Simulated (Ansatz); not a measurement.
Data:

ZrN (rock salt, space group No. 225), a = b = c = 4.5945 Å, α = β = γ = 90.00°; the cell used has 2 atoms.

This is the PBE-relaxed structure.

Task: All from PBE in the plane-wave PAW code Ansatz, unless another level is named. Estimate the Poisson's ratio.

Result: 0.25.

Task: Predict the highest zone-centre frequency.

Result: 14.27 THz.

Space group Fm-3m (rock salt). The PBE relaxation kept the symmetry of its start; of distortions, only those at the zone centre were tested. The run is not spin-polarised. With an odd number of electrons in the cell and no spin polarisation, the count alone makes it a metal. As this level gives no gap, phonon frequencies hold no LO–TO term and depend on the k-mesh and smearing (Fermi–Dirac, 0.1 eV here).

Potentials: the later of the program's two PAW sets.
